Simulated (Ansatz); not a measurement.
The relaxed structure here is a generated cell of TiB2: the first start was made by placing the elements on the sites of a structure type, and the end was not matched to a known phase here, so it may be hypothetical. Known forms of TiB2 include space group No. 191.

A relaxed cell of TiB2 (C2/c (No. 15)), relaxed on a k-mesh at least as fine as the one used below. Calculation: PBEsol (plane waves to 420 eV, PAW, scalar-relativistic; Ansatz, a program for electronic structure). Γ-centred k-mesh 10×10×8 on the run's cell (coarser than for final values), Fermi–Dirac smearing 0.05 eV.

```xyz
12
Lattice="6.1164 -4.4306 0.0000 6.1164 0.0000 0.0000 -2.0580 0.0000 4.0497" Properties=species:S:1:pos:R:3 pbc="T T T"
B      7.9450    -2.8848     0.6220
B      4.8869    -0.6695     0.6220
B      9.3750    -2.8848     1.4029
B      6.3168    -0.6695     1.4029
B      2.2297    -1.5458     3.4278
B      5.2878    -3.7611     3.4278
B      0.7997    -1.5458     2.6468
B      3.8578    -3.7611     2.6468
Ti     2.5437    -0.7250     1.0124
Ti     5.6018    -2.9403     1.0124
Ti     7.6310    -3.7056     3.0373
Ti     4.5728    -1.4903     3.0373
```

The atoms are displaced along an unstable phonon of this cell by (Å):

```csv
atom,ux,uy,uz
B1,0.083,-0.024,-0.123
B2,-0.083,0.024,0.123
B3,0.083,0.024,-0.123
B4,-0.083,-0.024,0.123
B5,-0.083,0.024,0.123
B6,0.083,-0.024,-0.123
B7,-0.083,-0.024,0.123
B8,0.083,0.024,-0.123
Ti9,-0.150,0.000,-0.011
Ti10,0.150,0.000,0.011
Ti11,0.150,0.000,0.011
Ti12,-0.150,0.000,-0.011
```

Task: What forces (eV/Å) and pressure result?

Result: 
```csv
atom,Fx,Fy,Fz
B1,-0.02,0.20,-0.10
B2,-0.06,0.14,-0.04
B3,0.06,0.14,0.04
B4,0.02,0.20,0.10
B5,0.02,-0.20,0.10
B6,0.06,-0.14,0.04
B7,-0.06,-0.14,-0.04
B8,-0.02,-0.20,-0.10
Ti9,-0.16,-0.13,-0.06
Ti10,0.16,-0.13,0.06
Ti11,0.16,0.13,0.06
Ti12,-0.16,0.13,-0.06
```

Pressure -0.6 GPa.

The undisplaced cell is probably no minimum: from this displacement the run went on to P2₁/c (No. 14), 0.31 eV/atom below it.

No spin polarisation in the result.
